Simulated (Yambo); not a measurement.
One stored BSE kernel of dimension 648 for AlP (zinc blende, space group F-43m, No. 216) (Yambo, PBEsol bands; 6×6×6 mesh, 3 valence and 1 conduction bands, static screening with 18 bands and a 4 Ry block, scissor 1.00 eV, Tamm-Dancoff; broadening 0.15 eV; field along x), solved in several ways.

| solver | iterations | largest change of Im ε (% of its maximum) | rough time |
|---|---|---|---|
| Haydock, threshold 2 % | 5 | 84 | within a factor of two |
| Haydock, threshold 0.5 % | 9 | 32 | within a factor of two |
| Haydock, threshold 0.1 % | 21 | 4.0 | within a factor of two |
| Haydock, threshold 0.005 % | 33 | 0.3 | 1 |
| SLEPc, lowest 10 states | – | no full spectrum | within a factor of two |
| SLEPc, lowest 60 states | – | no full spectrum | within a factor of two |
| full diagonalisation | – | reference | about 2× |

Haydock gives the spectrum without eigenstates, SLEPc the lowest states alone, full diagonalisation everything at a cost that grows as the cube of the dimension. Times include reading the kernel. Times are rough ratios from shared machines. Mesh and scissor weren't tested; the rows compare only with each other.

Geometry relaxed with PBEsol; primitive cell a = 3.8677 Å, b = 3.8677 Å, c = 3.8677 Å, α = 60.00°, β = 60.00°, γ = 60.00°.
